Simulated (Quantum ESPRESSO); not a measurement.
# Computed records: Sc₃InMo₂W₂ (simulated cell)

Calculation on a made-up metal alloy cell, not a measurement: no spin or spin-orbit, unrelaxed, 2900 K smearing, stress positive in tension, cell energy less fitted offsets; periodic Kohn-Sham density functional theory in plane waves with PseudoDojo standard norm-conserving scalar-relativistic pseudopotentials, each functional with its own files (v0.5 for PBE, v0.4.1 for LDA and PBEsol), eight atoms on drawn sites of a strained close-packed or body-centred lattice, each displaced and held fixed; the energy is the cell's free energy, ions and the entropy term -TS included, at the stated Fermi-Dirac width, less a fixed offset for each atom's element (shifted free energy); compositions with an open d shell lost a parallel starting moment in a cheaper test run, and other magnetic orders were not tried; an error bar is the largest change of its kind in a tighter rerun, never given below 0.002 eV, 0.02 GPa or 0.003 eV/angstrom, and covers cutoff and k-mesh only, not smearing or the files. Program: Quantum ESPRESSO 7.5.

Sc₃InMo₂W₂ (simulated cell)

```xyz
8
Lattice="0.0000 -2.1855 -2.1855 2.1855 4.3709 -2.1855 8.7418 -4.3709 4.3709" Properties=species:S:1:pos:R:3 Sc3InMo2W2
Mo    -0.0671     0.0954    -0.0136
Mo     4.5044    -2.1568     2.0434
Sc     4.3084    -0.0274     0.1621
Sc     8.8481    -2.2565     2.1544
Sc     2.1743    -2.2409     0.0378
W      6.5047    -4.3986     2.2631
W      2.3093    -0.1098    -2.2255
In     6.5941    -2.2640    -0.0836
```

It was run with lattice type face-centred cubic, functional pbe, cutoff 1088 eV, fermi dirac smearing 0.25 eV, electrons removed 0, run command mpirun -np 4 pw.x -nk 4 -in in, run processor Intel Xeon, 2023 or later, virtual cores and k mesh 8 x 5 x 2 shifted half a step off Gamma on each axis.

Atoms:
```
atoms element  atom site  atom energy offset (eV)
           Mo          1                 -1911.95
           Mo          2                 -1911.95
           Sc          3                 -1317.21
           Sc          4                 -1317.21
           Sc          5                 -1317.21
            W          6                 -2063.48
            W          7                 -2063.48
           In          8                 -1808.02
```

Notes: heavy elements are run without spin-orbit coupling, which real alloys of them have; a spin test at this wide smearing found no moment, but such smearing suppresses magnetism that the real alloy may have; lattice, volume and sites are drawn at random and may be unstable or far from any real phase; energies are for the whole cell, less offsets fitted to these runs, so they are not formation energies; error bars: energy 0.0023 eV, stress 0.029 GPa, force 0.003 eV/Å, from a tighter rerun of this cell; 22 SCF iterations, 240 s of wall time on a shared machine.

**Q.** Give the missing stress zz for Sc₃InMo₂W₂ (simulated cell).
**A.** 10.84 GPa

**Q.** What stress yy does the calculation give for Sc₃InMo₂W₂ (simulated cell)?
**A.** 12.16 GPa

**Q.** Estimate the stress yz of Sc₃InMo₂W₂ (simulated cell).
**A.** 0.64 GPa

**Q.** Give the table of forces values for Sc₃InMo₂W₂ (simulated cell).
**A.** 
Forces:
```
site  x (eV/Å)  y (eV/Å)  z (eV/Å)
   1     0.334     0.508    -0.438
   2     0.345    -0.993     0.858
   3     0.753     0.641    -1.181
   4    -0.097    -0.311     0.269
   5    -0.792    -0.181     0.155
   6     0.556     0.115    -0.283
   7    -1.203     0.026     0.255
   8     0.104     0.194     0.365
```

Further results for Sc₃InMo₂W₂ (simulated cell):

| Property | Result |
| --- | --- |
| entropy term negative ts | -2.179 eV |
| pressure | -10.98 GPa |
| stress xx | 9.95 GPa |
| stress xz | 2.11 GPa |
| stress xy | -1.61 GPa |
| shifted free energy | 1.943 eV |
